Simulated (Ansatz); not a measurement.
Relaxed-ion elastic tensor of Ca (fcc (Cu type), Fm-3m) in GPa (Voigt order), the program Ansatz at the PBE+D3(BJ) level (PAW); density 1.66 g/cm³, 40.13 Å³ per atom.

```
23.3  16.2  16.2   0.0   0.0   0.0
16.2  23.3  16.2   0.0   0.0   0.0
16.2  16.2  23.3   0.0   0.0   0.0
 0.0   0.0   0.0  16.9   0.0   0.0
 0.0   0.0   0.0   0.0  16.9   0.0
 0.0   0.0   0.0   0.0   0.0  16.9
```

Is the crystal mechanically stable?

Yes: the smallest eigenvalue of C is 7.1 GPa.

Work out the Voigt, Reuss and Hill averages.

K_V = 18.5, K_R = 18.5, K_H = 18.5; G_V = 11.6, G_R = 6.8, G_H = 9.2 GPa.

Give Young's modulus, Poisson's ratio, Pugh's ratio and the universal anisotropy index.

E = 9KG/(3K + G) = 23.6 GPa; ν = 0.29; K/G = 2.02 (ductile by the Pugh limit of 1.75); A_U = 5G_V/G_R + K_V/K_R − 6 = 3.55.

Estimate the sound speeds and the Debye temperature.

v_l = √((K + 4G/3)/ρ) = 4310 m/s, v_t = √(G/ρ) = 2350 m/s, mean 2620 m/s; Θ = (h/k)(3n/4πV)^(1/3) v_m = 228 K.

Give the Zener ratio and Young's modulus along [100], [110] and [111].

A = 2C44/(C11 − C12) = 4.75; 1/E = S11 − 2(S11 − S12 − S44/2)Γ with Γ = 0, 1/4, 1/3 gives 10.1, 22.7, 39.0 GPa.

Symmetry was held in the PBE+D3(BJ) relaxation. The pairwise dispersion correction was not fitted to metals. As this level gives no gap, shear constants depend on the k-mesh and smearing (Fermi–Dirac, 0.1 eV here).

Potentials: the earlier of the program's two PAW sets.
